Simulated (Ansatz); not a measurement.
Electric field gradients in Bi2Te3

All numbers below come from DFT PBEsol, scalar-relativistic, plane waves, PAW in Ansatz. Settings: 420 eV plane-wave cutoff, Γ-centred 12×12×12 mesh, Fermi-Dirac smearing of 0.15 eV. No spin polarisation.

The cell, relaxed at this level:
```
CELL_PARAMETERS angstrom
2.24748 1.29759 9.21903
-2.24748 1.29759 9.21903
0.00000 -2.59517 9.21903
ATOMIC_POSITIONS crystal
Bi 0.80600 0.80600 0.80600
Bi 0.40400 0.40400 0.40400
Te 0.60500 0.60500 0.60500
Te 0.20589 0.20589 0.20589
Te 0.00411 0.00411 0.00411
```

In a metal these results depend on the k mesh and the smearing. Spin–orbit coupling is left out, which matters for gradients at heavy nuclei.

Problem. Give V_zz (10²¹ V/m²) and the asymmetry η at each distinct site.

Solution.
```tsv
atom	V_zz	η
Bi (atom 1)	0.217	0.00
Te (atom 3)	-0.290	0.00
Te (atom 4)	0.302	0.00
```

Cost: 1 run of about 0.73 core-minutes, on Intel Xeon 6975P-C (Granite Rapids) (shared hosts).